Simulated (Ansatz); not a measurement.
MgSi: moving Mg off its site

MgSi, P4/mmm, a = 2.908 Å, c = 4.103 Å (as given, not relaxed at this level: -3.3 GPa). The structure is a Materials Project entry; whether it is the stable form wasn't checked. Ansatz: LDA, PAW, 420 eV, Γ-centred 16×16×12 mesh on 2 atoms, Gaussian smearing 0.15 eV; no spin polarisation.

```
Mg Si
1.0
     2.90839    0.00000    0.00000
     0.00000    2.90839    0.00000
     0.00000    0.00000    4.10343
Mg Si
1 1
Cartesian
  0.0000 0.0000 0.0000
  1.4542 1.4542 2.0517
```

Atom 1 (Mg) moves by x along the unit vector (0.000, 0.000, -1.000), with its periodic images; all else is held. y is the free energy of the cell over the start, F the force along the path summed over the moved atoms. Symmetry makes y even in x.

```
  x (Å) y (meV) F (eV/Å)
-0.3000    156.8      1.07
-0.1500     38.4      0.52
 0.0000      0.0      0.00
 0.0750      9.5     -0.25
 0.1875        ?         ?
 0.2250     87.1     -0.79
 0.2625    119.3     -0.93
```

Question: Fit y = c2 x² + c4 x⁴ to the energies of the other rows, give the force constant, and predict energy and force of the missing row.

Answer: Least squares on the rows shown. y = 1693.6 x² + 541.50 x⁴. The force constant is 2 c2 = 3.39 eV/Å², for the cell as given, at -3.3 GPa (for all images moving together, not for a lone atom). The force −dy/dx at the missing row is -0.65 eV/Å (computed -0.65). At x = 0.1875 the fit asked for gives 60.2 meV. The run gave 60.2 meV, the same to the digits shown.